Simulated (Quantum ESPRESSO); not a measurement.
**Band energies of RbCl at +2 % biaxial strain**

```
CELL_PARAMETERS angstrom
      3.96380     0.00000     0.00000
      0.00000     3.96380     0.00000
      0.00000     0.00000     3.86211
ATOMIC_POSITIONS crystal
  Cl 0.50000 0.50000 0.50000
  Rb 0.00000 0.00000 0.00000
```

PBEsol (Quantum ESPRESSO, PseudoDojo norm-conserving, 58 Ry, no spin-orbit coupling); path ΓXMΓZRAZ,XR,MA; energies in eV from the valence-band maximum.

| k (1/Å) | point | band 4 | band 5 | band 6 | band 7 | band 8 | band 9 | band 10 | band 11 |
|---|---|---|---|---|---|---|---|---|---|
| 0.00 | Γ | -8.49 | -8.46 | -0.20 | -0.20 | -0.09 | 4.71 | 5.98 | 6.08 |
| 0.34 |  | -8.47 | -8.43 | -0.86 | -0.26 | -0.13 | 5.73 | 6.42 | 6.92 |
| 0.68 |  | -8.43 | -8.39 | -1.59 | -0.33 | -0.19 | 7.23 | 7.58 | 8.14 |
| 0.79 | X | -8.42 | -8.39 | -1.64 | -0.34 | -0.19 | 7.37 | 7.92 | 8.09 |
| 1.02 |  | -8.53 | -8.38 | -1.51 | -0.47 | -0.16 | 7.18 | 7.93 | 8.17 |
| 1.36 |  | -8.85 | -8.35 | -1.06 | -0.83 | -0.04 | 6.21 | 7.09 | 9.14 |
| 1.59 | M | -8.94 | -8.35 | -0.92 | -0.92 | 0.00 | 5.94 | 6.87 | 8.88 |
| 1.69 |  | -8.91 | -8.35 | -0.94 | -0.91 | -0.01 | 6.00 | 6.91 | 8.91 |
| 1.99 |  | -8.68 | -8.37 | -1.08 | -0.76 | -0.09 | 6.49 | 7.31 | 9.12 |
| 2.30 |  | -8.50 | -8.42 | -0.82 | -0.47 | -0.12 | 5.98 | 6.72 | 7.16 |
| 2.60 |  | -8.49 | -8.45 | -0.27 | -0.23 | -0.09 | 4.82 | 6.06 | 6.13 |
| 2.71 | Γ | -8.49 | -8.46 | -0.20 | -0.20 | -0.09 | 4.71 | 5.98 | 6.08 |
| 3.01 |  | -8.47 | -8.47 | -0.67 | -0.24 | -0.24 | 5.54 | 6.28 | 6.89 |
| 3.32 |  | -8.42 | -8.42 | -1.47 | -0.29 | -0.29 | 7.07 | 7.20 | 8.19 |
| 3.52 | Z | -8.41 | -8.41 | -1.65 | -0.31 | -0.31 | 7.46 | 8.08 | 8.14 |
| 3.63 |  | -8.44 | -8.41 | -1.62 | -0.35 | -0.30 | 7.47 | 8.07 | 8.08 |
| 3.97 |  | -8.73 | -8.38 | -1.23 | -0.70 | -0.19 | 6.62 | 7.16 | 9.13 |
| 4.31 | R | -8.91 | -8.36 | -0.96 | -0.90 | -0.11 | 6.01 | 6.65 | 8.55 |
| 4.61 |  | -8.88 | -8.50 | -1.08 | -1.03 | -0.54 | 6.78 | 7.51 | 8.63 |
| 4.91 |  | -8.81 | -8.73 | -1.30 | -1.26 | -1.17 | 8.63 | 9.03 | 9.06 |
| 5.10 | A | -8.79 | -8.79 | -1.35 | -1.32 | -1.32 | 9.39 | 9.39 | 9.51 |
| 5.20 |  | -8.79 | -8.78 | -1.34 | -1.30 | -1.28 | 9.16 | 9.22 | 9.34 |
| 5.57 |  | -8.70 | -8.65 | -1.20 | -0.98 | -0.70 | 7.70 | 7.98 | 8.45 |
| 5.85 |  | -8.55 | -8.51 | -1.37 | -0.59 | -0.35 | 7.68 | 7.80 | 7.81 |
| 6.13 |  | -8.42 | -8.42 | -1.63 | -0.33 | -0.31 | 7.48 | 8.05 | 8.11 |
| 6.23 | Z | -8.41 | -8.41 | -1.65 | -0.31 | -0.31 | 7.46 | 8.08 | 8.14 |
| 6.23 | X | -8.42 | -8.39 | -1.64 | -0.34 | -0.19 | 7.37 | 7.92 | 8.09 |
| 6.33 |  | -8.42 | -8.42 | -1.61 | -0.33 | -0.23 | 7.41 | 7.89 | 8.05 |
| 6.63 |  | -8.71 | -8.39 | -1.27 | -0.61 | -0.23 | 6.82 | 7.33 | 8.95 |
| 6.94 |  | -8.90 | -8.37 | -0.94 | -0.93 | -0.12 | 6.07 | 6.70 | 8.61 |
| 7.04 | R | -8.91 | -8.36 | -0.96 | -0.90 | -0.11 | 6.01 | 6.65 | 8.55 |
| 7.04 | M | -8.94 | -8.35 | -0.92 | -0.92 | 0.00 | 5.94 | 6.87 | 8.88 |
| 7.14 |  | -8.93 | -8.37 | -0.94 | -0.94 | -0.07 | 6.04 | 6.98 | 8.87 |
| 7.45 |  | -8.86 | -8.62 | -1.12 | -1.12 | -0.75 | 7.37 | 8.32 | 8.84 |
| 7.85 | A | -8.79 | -8.79 | -1.35 | -1.32 | -1.32 | 9.39 | 9.39 | 9.51 |

The PBEsol gap is indirect, 4.71 eV, from M to Γ; the smallest direct gap is 4.80 eV.

Geometry strained from the cell relaxed with PBEsol, atoms relaxed again.

This is not the ordinary phase of the substance.
